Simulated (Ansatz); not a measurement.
MgO:
```
CELL_PARAMETERS angstrom
      0.00000     2.09705     2.09705
      2.09705     0.00000     2.09705
      2.09705     2.09705     0.00000
ATOMIC_POSITIONS crystal
  Mg 0.50000 0.50000 0.50000
  O  0.00000 0.00000 0.00000
```

Relaxed with r²SCAN+D4.

Task: Give the Bader charges and basin volumes of the independent atoms, r²SCAN+D4 in the plane-wave PAW code Ansatz.

Result: 

```
atom  Bader charge (e)  Bader volume (Å³)
----  ----------------  -----------------
Mg1              +1.74                4.4
O2               -1.74               14.0
```

Space group Fm-3m (rock salt). Symmetry was held in the r²SCAN+D4 relaxation. The volume moved by -41 % from the start of the relaxation.

Potentials: the later of the program's two PAW sets.
